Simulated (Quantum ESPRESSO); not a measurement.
## InPt2W3Pd2 (different elements on one site, starting from this cell)

Simulated, not a measurement. The program is pw.x of Quantum ESPRESSO 7.5 (plane-wave density functional theory). The cell is made up: eight metal atoms on a face-centred cubic lattice, with elements, volume, strain and displacements drawn at random and not relaxed, so it may be unstable or far from any real phase. PseudoDojo standard norm-conserving files set the functional (PBE unless stated); there is no spin polarisation or spin-orbit coupling, the Fermi-Dirac width of 0.25 eV means electrons at about 2900 K, and the masses in the input are unused placeholders. Heavy elements are run without spin-orbit coupling, which real alloys of them have. A spin test at this wide smearing found no moment, but such smearing suppresses magnetism that the real alloy may have.

The runs put different elements on site 1. Cell, positions, cutoff, mesh and smearing stay as in the input of run 1; sites are counted in its order. Stress in the tables is positive in tension.

Input of run 1:

```
&control calculation='scf', pseudo_dir='./dojo.nc.sr.pbe.v0_5.standard.upf', outdir='./o', disk_io='minimal', tprnfor=.true., tstress=.true. /
&system ibrav=0, nat=8, ntyp=4, nbnd=82, ecutwfc=84.00895049, nosym=.true., tot_charge=0,
 occupations='smearing', smearing='fd', degauss=0.0183746611
/
&electrons conv_thr=1.470e-08, electron_maxstep=70, mixing_beta=0.5 /
ATOMIC_SPECIES
In 1.0 In.upf
Pd 1.0 Pd.upf
Pt 1.0 Pt.upf
W 1.0 W.upf
CELL_PARAMETERS angstrom
-3.9628 -0.0333 0.0546
-0.0879 -4.0163 4.0294
0.0227 6.1407 2.131
ATOMIC_POSITIONS angstrom
In -0.0052 -0.0683 0.0617
Pt -0.0056 2.0594 1.9892
W -0.1284 -2.0889 1.9457
W -0.1071 0.0435 4.0434
Pt -1.94 4.0772 2.0632
Pd -1.9692 0.0502 2.1275
Pd -2.1214 2.0602 4.1596
W -2.0119 -1.9406 4.067
K_POINTS automatic
6 5 4 1 1 1
```

| run | elements on sites 1 to 8 | -TS (eV) | pressure (GPa) | stress xx (GPa) | stress yy (GPa) | stress zz (GPa) | stress yz (GPa) | stress xz (GPa) | stress xy (GPa) | iterations |
| --- | --- | --- | --- | --- | --- | --- | --- | --- | --- | --- |
| 1 | In Pt W W Pt Pd Pd W | -1.396 | -2.77 | 4.57 | 1.47 | 2.26 | 4.28 | -3.43 | 1.57 | 19 |
| 2 | Zn Pt W W Pt Pd Pd W | -1.408 | -11.40 | 12.66 | 10.87 | 10.66 | 3.80 | -3.39 | 1.35 | 19 |
| 3 | Ti Pt W W Pt Pd Pd W | -1.545 | -9.68 | 9.41 | 9.87 | 9.76 | 3.24 | -3.58 | 1.61 | 21 |
| 4 | Ta Pt W W Pt Pd Pd W | -1.443 | -7.25 | 6.24 | 8.15 | 7.35 | 3.30 | -3.65 | 1.81 | 20 |
| 5 | Mg Pt W W Pt Pd Pd W | -1.409 | -7.66 | 9.93 | 5.76 | 7.29 | 4.65 | -3.35 | 1.49 | 19 |

Forces Fx Fy Fz (eV/Å):

```
site             run 1             run 2             run 3             run 4             run 5
   1   0.17 0.55 -0.48   0.05 0.24 -0.31   0.02 0.40 -0.48   0.02 0.67 -0.76   0.14 0.32 -0.25
   2    0.03 0.33 0.67    0.01 0.07 0.41   0.07 -0.23 0.04  0.10 -0.26 -0.02    0.02 0.05 0.41
   3    0.20 0.00 1.78    0.20 0.30 1.33    0.34 0.34 1.25    0.44 0.24 1.41    0.13 0.10 1.47
   4  0.39 -1.91 -1.20  0.36 -1.49 -0.76  0.50 -1.36 -0.69  0.53 -1.21 -0.61  0.42 -1.81 -1.03
   5  -0.26 -0.97 0.11  -0.23 -0.17 0.20  -0.29 -0.03 0.21  -0.37 -0.18 0.14  -0.19 -0.37 0.28
   6  -0.46 0.11 -0.25  -0.41 0.02 -0.75  -0.48 0.08 -0.81  -0.53 0.06 -0.70  -0.41 0.08 -0.68
   7   0.34 0.43 -0.30    0.33 0.50 0.21    0.33 0.28 0.20    0.38 0.23 0.12    0.32 0.46 0.06
   8  -0.42 1.46 -0.34  -0.32 0.53 -0.32   -0.48 0.52 0.28   -0.57 0.44 0.42  -0.42 1.17 -0.26
```

Energies are left out, as each element's file has its own zero. A rerun of one cell of this series at a higher cutoff and on a denser mesh moved values by no more than 0.005 eV in energy, 0.07 GPa in stress and 0.004 eV/Å in force, and a second program with other atomic files agreed on that cell to 2 % rms in force and 0.5 GPa in pressure.